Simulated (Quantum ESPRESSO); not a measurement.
```
SiO2
1.0
   -4.93933     4.25819     2.55072
    4.93933    -4.25819     2.55072
    4.93933     4.25819    -2.55072
O Si
8 4
Cartesian
  5.54212   2.44607  -1.06615
 -0.60280   1.81212   1.48457
  4.33653  -1.81212   1.48457
  5.54212   1.81212   1.48457
  0.00000   0.00000   4.78358
  0.00000   4.25819   2.23285
 -2.46966   3.42324   2.42599
  7.40899   0.83495  -0.12473
  5.85814   1.27243  -0.00179
 -0.91881   2.98576   2.54894
  4.02051  -2.98576   2.54894
  0.91881   7.24395  -0.00179
```

The geometry is that of Materials Project entry mp-555251, symmetrised and not relaxed again.

**Question.** What does PBEsol (Quantum ESPRESSO, PseudoDojo norm-conserving, 84 Ry, scalar-relativistic) give for the electronic structure near the Fermi level?

**Answer.** The PBEsol gap is indirect, 5.81 eV, from T to Γ; the smallest direct gap is 6.05 eV. Another valence extremum on the path lies within 0.02 eV, too close to call. 

This is not the ordinary phase of the substance; no match was found in the copy of COD used, and its stability was not checked.

Letters of k points follow the standard setting of the lattice, whose axes may be ordered differently from the printed cell.
